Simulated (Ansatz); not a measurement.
Rocksalt alloy of AgCl and AgBr (12 of 32 Cl sites exchanged), 64 atoms

Ansatz, PAW, plane waves. PBEsol relaxation of volume and atoms (shape held) at the single k point (¼, ¼, ¼) without its symmetry partners; single points on the relaxed atoms at the Γ point alone, onto which points of the small cell's zone fold. Arrangement: quasirandom. No spin–orbit coupling unless named.

Relaxed structure:

```
CELL_PARAMETERS angstrom
11.07472 0.00000 0.00000
0.00000 11.07472 0.00000
0.00000 0.00000 11.07472
ATOMIC_POSITIONS crystal
Cl 0.25077 0.99639 0.99927
Cl 0.25029 0.00173 0.50137
Cl 0.25158 0.50339 0.99850
Cl 0.24992 0.49787 0.50218
Cl 0.74925 0.99661 0.99980
Cl 0.74829 0.50366 0.99997
Cl 0.00244 0.25213 0.50141
Cl 0.99919 0.74736 0.99985
Cl 0.49732 0.25305 0.99882
Cl 0.49691 0.25282 0.50148
Cl 0.50081 0.74797 0.99995
Cl 0.00096 0.50245 0.24849
Cl 0.00270 0.50131 0.75124
Cl 0.49874 0.50183 0.24708
Cl 0.49719 0.50042 0.75272
Cl 0.25090 0.25213 0.74909
Cl 0.24983 0.74649 0.24667
Cl 0.25037 0.74721 0.75338
Cl 0.75015 0.74807 0.24557
Cl 0.74975 0.74728 0.75423
Br 0.74973 0.99965 0.49998
Br 0.74989 0.50043 0.49963
Br 0.00233 0.25316 0.99890
Br 0.00305 0.74751 0.50017
Br 0.49684 0.74768 0.49995
Br 0.00158 0.99816 0.24886
Br 0.00194 0.99852 0.75104
Br 0.49865 0.99894 0.24783
Br 0.49817 0.00009 0.75211
Br 0.25087 0.25292 0.25134
Br 0.74867 0.25205 0.24808
Br 0.74866 0.25271 0.75174
Ag 0.00131 0.99635 0.99992
Ag 0.00585 0.00509 0.49990
Ag 0.00129 0.50441 0.99992
Ag 0.00571 0.49490 0.49966
Ag 0.49888 0.00092 0.99997
Ag 0.49418 0.00637 0.49985
Ag 0.49894 0.50030 0.99991
Ag 0.49420 0.49489 0.49982
Ag 0.25474 0.24983 0.99537
Ag 0.25051 0.24957 0.50512
Ag 0.25115 0.74986 0.99931
Ag 0.24997 0.74979 0.50132
Ag 0.74482 0.25001 0.99942
Ag 0.74820 0.24990 0.50064
Ag 0.74903 0.75024 0.99974
Ag 0.74989 0.75013 0.50011
Ag 0.25015 0.99345 0.24912
Ag 0.25005 0.99699 0.75145
Ag 0.24978 0.50526 0.24915
Ag 0.24985 0.50138 0.75125
Ag 0.75021 0.99323 0.24411
Ag 0.75012 0.99378 0.75568
Ag 0.74982 0.50635 0.24403
Ag 0.75010 0.50552 0.75547
Ag 0.00019 0.25728 0.25436
Ag 0.00464 0.25661 0.74588
Ag 0.00012 0.74409 0.24520
Ag 0.00109 0.74354 0.75497
Ag 0.49926 0.25727 0.25012
Ag 0.49488 0.25679 0.75011
Ag 0.49997 0.74406 0.24438
Ag 0.49913 0.74379 0.75558
```

(1) What are the mean bond lengths by pair (pairs within 1.2 times the sum of covalent radii, less contacts 15 % beyond the pair's median; cation–cation pairs of compounds aside; long ionic contacts are cut short by that bound)?

(2) What gap lies between the top filled and the lowest empty level in the single points?

Results:

(1) Ag–Br 2.804 ± 0.038 Å (standard deviation, 72 bonds); Ag–Cl 2.748 ± 0.039 Å (standard deviation, 120 bonds).

(2) HSE06 2.05 eV (26 s on NVIDIA GB200).
